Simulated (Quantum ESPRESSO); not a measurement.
# Al3NbRu3Cu: input and log of a self-consistent run

Computed values, not a measurement. The program is pw.x of Quantum ESPRESSO 7.5 (plane-wave density functional theory). The cell is made up: eight metal atoms on a face-centred cubic lattice, with elements, volume, strain and displacements drawn at random and not relaxed, so it may be unstable or far from any real phase. PseudoDojo standard norm-conserving files set the functional (PBE unless stated); there is no spin polarisation or spin-orbit coupling, the Fermi-Dirac width of 0.25 eV means electrons at about 2900 K, and the masses in the input are unused placeholders. The copper pseudopotential is less sure than most, with forces differing by about three percent and pressure by about two GPa from a second method on plain copper. A spin test at this wide smearing found no moment, but such smearing suppresses magnetism that the real alloy may have.

Input:

```
&control calculation='scf', pseudo_dir='./dojo.nc.sr.pbe.v0_5.standard.upf', outdir='./o', disk_io='minimal', tprnfor=.true., tstress=.true. /
&system ibrav=0, nat=8, ntyp=4, nbnd=58, ecutwfc=92.02030273, nosym=.true., tot_charge=0,
 occupations='smearing', smearing='fd', degauss=0.0183746611
/
&electrons conv_thr=1.470e-08, electron_maxstep=70, mixing_beta=0.5 /
ATOMIC_SPECIES
Al 1.0 Al.upf
Cu 1.0 Cu.upf
Nb 1.0 Nb.upf
Ru 1.0 Ru.upf
CELL_PARAMETERS angstrom
2.0249 3.9816 2.023
2.0307 -3.9713 1.9967
1.936 -0.0212 -5.9378
ATOMIC_POSITIONS angstrom
Al 0.0442 -0.0222 -0.0171
Nb 2.0183 -1.9753 0.0213
Al 2.0004 -0.0084 -1.9567
Ru 3.991 -2.0323 -1.8806
Ru 2.056 0.0212 2.001
Cu 2.0294 1.9908 0.03
Ru 4.015 -0.0082 0.0391
Al 3.9959 2.0113 -1.925
K_POINTS automatic
6 6 4 1 1 1
```

The log is shortened where brackets say so; the opening notice, blank lines, dates and the lines on written files are dropped, and the path of the files is cut. It prints rydbergs, bohrs and kilobars, and counts compression as positive stress. Its total energy is the free energy E - TS of the whole cell.

```
     Program PWSCF v.7.5
     Parallel version (MPI & OpenMP), running on       4 processor cores
     Number of MPI processes:                 4
     Threads/MPI process:                     1
     [start-up lines left out]
     bravais-lattice index     =            0
     lattice parameter (alat)  =       9.2666  a.u.
     unit-cell volume          =     855.0280 (a.u.)^3
     number of atoms/cell      =            8
     number of atomic types    =            4
     number of electrons       =        89.00
     number of Kohn-Sham states=           58
     kinetic-energy cutoff     =      92.0203  Ry
     charge density cutoff     =     368.0812  Ry
     scf convergence threshold =      1.5E-08
     mixing beta               =       0.5000
     number of iterations used =            8  plain     mixing
     Exchange-correlation= PBE
                           (   1   4   3   4   0   0   0)
     [axes and pseudopotential details left out]
   Cartesian axes
     site n.     atom                  positions (alat units)
         1        Al     tau(   1) = (   0.0090137  -0.0045272  -0.0034872  )
         2        Nb     tau(   2) = (   0.4115905  -0.4028215   0.0043437  )
         3        Al     tau(   3) = (   0.4079401  -0.0017130  -0.3990284  )
         4        Ru     tau(   4) = (   0.8138818  -0.4144455  -0.3835094  )
         5        Ru     tau(   5) = (   0.4192786   0.0043233   0.4080625  )
         6        Cu     tau(   6) = (   0.4138541   0.4059824   0.0061179  )
         7        Ru     tau(   7) = (   0.8187761  -0.0016722   0.0079736  )
         8        Al     tau(   8) = (   0.8148810   0.4101630  -0.3925639  )
     number of k points=    72  Fermi-Dirac smearing, width (Ry)=  0.0184
                       cart. coord. in units 2pi/alat
        k(    1) = (   0.2296277   0.0002613  -0.0283613), wk =   0.0277778
        k(    2) = (   0.3842821   0.0008901  -0.1843985), wk =   0.0277778
     [further k points left out]
     Dense  grid:   101953 G-vectors     FFT dimensions: (  60,  60,  75)
     Estimated max dynamical RAM per process >     364.60 MB
     Estimated total dynamical RAM >       1.35 GB
     Initial potential from superposition of free atoms
     starting charge      88.9877, renormalised to      89.0000
     Starting wfcs are   62 randomized atomic wfcs
     total cpu time spent up to now is        5.7 secs
     per-process dynamical memory:   297.0 Mb
     Self-consistent Calculation
     iteration #  1     ecut=    92.02 Ry     beta= 0.50
     Davidson diagonalization with overlap
     ethr =  1.00E-02,  avg # of iterations =  5.0
     total cpu time spent up to now is       20.8 secs
     total energy              =   -1121.22658896 Ry
     estimated scf accuracy    <       4.94663868 Ry
     iteration #  2     ecut=    92.02 Ry     beta= 0.50
     Davidson diagonalization with overlap
     ethr =  5.56E-03,  avg # of iterations =  3.0
     total cpu time spent up to now is       34.7 secs
     total energy              =   -1123.41403535 Ry
     estimated scf accuracy    <      11.92364144 Ry
     iteration #  3     ecut=    92.02 Ry     beta= 0.50
     Davidson diagonalization with overlap
     ethr =  5.56E-03,  avg # of iterations =  2.0
     total cpu time spent up to now is       47.1 secs
     total energy              =   -1123.99933560 Ry
     estimated scf accuracy    <       7.19460090 Ry
     iteration #  4     ecut=    92.02 Ry     beta= 0.50
     Davidson diagonalization with overlap
     ethr =  5.56E-03,  avg # of iterations =  1.0
     total cpu time spent up to now is       57.2 secs
     total energy              =   -1124.30476512 Ry
     estimated scf accuracy    <       1.71443987 Ry
     iteration #  5     ecut=    92.02 Ry     beta= 0.50
     Davidson diagonalization with overlap
     ethr =  1.93E-03,  avg # of iterations =  1.0
     total cpu time spent up to now is       67.4 secs
     total energy              =   -1124.22941991 Ry
     estimated scf accuracy    <       1.63930622 Ry
     [iterations 6 to 14 left out]
     iteration # 15     ecut=    92.02 Ry     beta= 0.50
     Davidson diagonalization with overlap
     ethr =  1.31E-09,  avg # of iterations =  1.3
     total cpu time spent up to now is      184.1 secs
     total energy              =   -1124.29752872 Ry
     estimated scf accuracy    <       0.00000128 Ry
     iteration # 16     ecut=    92.02 Ry     beta= 0.50
     Davidson diagonalization with overlap
     ethr =  1.31E-09,  avg # of iterations =  1.0
     total cpu time spent up to now is      194.1 secs
     total energy              =   -1124.29752882 Ry
     estimated scf accuracy    <       0.00000007 Ry
     iteration # 17     ecut=    92.02 Ry     beta= 0.50
     Davidson diagonalization with overlap
     ethr =  8.12E-11,  avg # of iterations =  2.0
     total cpu time spent up to now is      205.7 secs
     total energy              =   -1124.29752883 Ry
     estimated scf accuracy    <       0.00000003 Ry
     iteration # 18     ecut=    92.02 Ry     beta= 0.50
     Davidson diagonalization with overlap
     ethr =  3.11E-11,  avg # of iterations =  2.0
     total cpu time spent up to now is      216.9 secs
     total energy              =   -1124.29752883 Ry
     estimated scf accuracy    <       0.00000002 Ry
     iteration # 19     ecut=    92.02 Ry     beta= 0.50
     Davidson diagonalization with overlap
     ethr =  2.70E-11,  avg # of iterations =  1.0
     total cpu time spent up to now is      227.0 secs
     End of self-consistent calculation
     [lines on levels left out]
!    total energy              =   -1124.29752883 Ry
     estimated scf accuracy    <          7.6E-10 Ry
     smearing contrib. (-TS)   =      -0.11262498 Ry
     internal energy E=F+TS    =   -1124.18490385 Ry
     The total energy is F=E-TS. E is the sum of the following terms:
     one-electron contribution =    -590.96671815 Ry
     hartree contribution      =     338.24391451 Ry
     xc contribution           =    -181.38268293 Ry
     ewald contribution        =    -690.07941729 Ry
     convergence has been achieved in  19 iterations
     Forces acting on atoms (cartesian axes, Ry/au):
     atom    1 type  1   force =    -0.02945013    0.00728637    0.02180684
     atom    2 type  3   force =     0.03659719   -0.00739165   -0.02647533
     atom    3 type  1   force =     0.01908794    0.00320075   -0.01766236
     atom    4 type  4   force =     0.00885124    0.00374648   -0.01647191
     atom    5 type  4   force =    -0.01916309   -0.00339993    0.02235267
     atom    6 type  2   force =    -0.00184117    0.00078326    0.00112326
     atom    7 type  4   force =    -0.00258834    0.00245120   -0.00043984
     atom    8 type  1   force =    -0.01149363   -0.00667649    0.01576669
     Total force =     0.076570     Total SCF correction =     0.000088
     Computing stress (Cartesian axis) and pressure
          total   stress  (Ry/bohr**3)                   (kbar)     P=     -115.18
  -0.00085761  -0.00005441  -0.00018698         -126.16       -8.00      -27.51
  -0.00005441  -0.00068265  -0.00009141           -8.00     -100.42      -13.45
  -0.00018698  -0.00009141  -0.00080864          -27.51      -13.45     -118.96
     init_run     :      5.40s CPU      5.63s WALL (       1 calls)
     electrons    :    220.08s CPU    221.27s WALL (       1 calls)
     forces       :      1.93s CPU      1.94s WALL (       1 calls)
     stress       :      6.58s CPU      6.58s WALL (       1 calls)
     [timing details left out]
     PWSCF        :   3m54.16s CPU   3m55.60s WALL
     JOB DONE.
```

In other units: free energy -15296.847 eV for the cell, pressure -11.52 GPa, largest force component 0.941 eV/Å in size. The run took 237 s of wall time with four MPI processes on a shared machine (Intel Xeon, 2023 or later, virtual cores), so the time is rough. A rerun of this cell at a higher cutoff and on a denser mesh moved values by no more than 0.003 eV in energy, 0.02 GPa in stress and 0.003 eV/Å in force, and a second program with other atomic files agreed on that cell to 2 % rms in force and 0.5 GPa in pressure.